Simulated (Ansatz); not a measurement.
## Density of states of Tl

```yaml
crystal:
  lattice:
    - [-1.94100, 1.94100, 1.94100]
    - [1.94100, -1.94100, 1.94100]
    - [1.94100, 1.94100, -1.94100]
  atoms:
    - { symbol: Tl, position: [0.00000, 0.00000, 0.00000] }
```

Conventional cell: a = 3.882 Å, b = 3.882 Å, c = 3.882 Å, α = 90.00°, β = 90.00°, γ = 90.00°. Tl (atom 1) is surrounded by 8 Tl at 3.36 Å.

The cell is COD entry 9008555, as deposited and not checked against the literature; nothing was relaxed.

No spin–orbit coupling, which matters for the heavy atoms here.

Method: DFT, LDA, all-electron LAPW, scalar-relativistic in Ansatz 0.2.0.

Settings: a Γ-centred 13×13×13 k mesh, Fermi–Dirac smearing of 0.05 eV, basis error target 0.25 meV/atom, no spin polarisation.

States per eV and cell, averaged over 0.4 eV, from -5.8 to 3.6 eV, with energies (bin centres) from the Fermi level; empty bins are left out. 

| E (eV) | total |
| --- | --- |
| -5.7 | 0.43 |
| -5.3 | 0.57 |
| -4.9 | 0.71 |
| -4.5 | 0.57 |
| -4.1 | 0.21 |
| -3.7 | 0.13 |
| -3.3 | 0.08 |
| -2.9 | 0.05 |
| -2.5 | 0.05 |
| -2.1 | 0.16 |
| -1.7 | 0.28 |
| -1.3 | 0.38 |
| -0.9 | 0.62 |
| -0.5 | 0.62 |
| -0.1 | 0.48 |
| 0.3 | 0.42 |
| 0.7 | 0.44 |
| 1.1 | 0.51 |
| 1.5 | 0.56 |
| 1.9 | 0.55 |
| 2.3 | 0.56 |
| 2.7 | 0.56 |
| 3.1 | 0.57 |
| 3.5 | 0.57 |
